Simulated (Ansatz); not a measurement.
## Lattice vibrations of Si3GeO8 at Γ

Method: DFT PBE, scalar-relativistic, plane waves, PAW in Ansatz 0.2.0. Settings: 420 eV plane-wave cutoff, Γ-centred 4×4×4 mesh, fixed occupations. No spin polarisation. Phonons by linear response, acoustic sum rule imposed.

Relaxed structure:
```yaml
crystal:
  lattice:
    - [5.36057, 0.00000, 0.00000]
    - [0.00000, 5.36057, 0.00000]
    - [0.00000, 0.00000, 7.61919]
  atoms:
    - { symbol: Si, position: [0.00000, 0.00000, 0.00000] }
    - { symbol: Si, position: [0.50000, 0.00000, 0.23953] }
    - { symbol: Si, position: [0.00000, 0.50000, 0.76047] }
    - { symbol: Ge, position: [0.50000, 0.50000, 0.50000] }
    - { symbol: O, position: [0.74949, 0.00000, 0.11924] }
    - { symbol: O, position: [0.24325, 0.50000, 0.63635] }
    - { symbol: O, position: [0.50000, 0.24325, 0.36365] }
    - { symbol: O, position: [0.00000, 0.74949, 0.88076] }
    - { symbol: O, position: [0.50000, 0.75675, 0.36365] }
    - { symbol: O, position: [0.00000, 0.25051, 0.88076] }
    - { symbol: O, position: [0.25051, 0.00000, 0.11924] }
    - { symbol: O, position: [0.75675, 0.50000, 0.63635] }
```

The structure comes from a generated guess, relaxed at this level; another structure or a mixture of phases may lie lower.

Optical modes at Γ (transverse, no macroscopic field); i marks an imaginary frequency:
```
frequency (cm⁻¹)  degeneracy  IR intensity of the level ((D/Å)²/amu)
            124i           2                                    0.04
            116i           1                                    0.00
             51i           2                                    0.07
             170           1                                    0.00
             225           2                                    5.50
             235           1                                    0.00
             272           2                                    0.25
             282           1                                    0.00
             291           1                                    0.05
             319           1                                   12.49
             320           1                                    0.00
             328           1                                    0.00
             373           2                                   27.01
             471           1                                    4.48
             544           1                                    0.00
             587           2                                    1.07
             670           1                                    0.00
             732           2                                    0.07
            1036           2                                   67.92
            1049           1                                   67.78
            1069           2                                   69.92
            1146           1                                    0.00
            1172           1                                    1.51
            1204           1                                    0.00
```

5 of the 33 optical modes are unstable, so the structure is a saddle point of the energy and would distort without enlarging its cell.

| Property | Result |
| --- | --- |
| Electronic dielectric constant ε∞ (principal values) | 2.14 |
| Refractive index √ε∞, mean | 1.46 |
| Kohn–Sham gap on the mesh | 4.60 eV |
| Cost | 63 s on 4 threads of AMD EPYC 9R45 96-Core Processor (Zen 5) (shared host), peak memory 2 GiB |

Born effective charges (e):
```
       atom   Z*xx   Z*yy   Z*zz   mean
Si (atom 1)   3.57   3.57   3.54   3.56
Si (atom 2)   3.48   3.66   3.58   3.57
Ge (atom 4)   3.47   3.47   3.54   3.50
 O (atom 5)  -2.55  -1.03  -1.79  -1.79
 O (atom 6)  -2.57  -0.94  -1.77  -1.76
```

The modes are given without the long-range field that lifts LO modes in polar crystals.
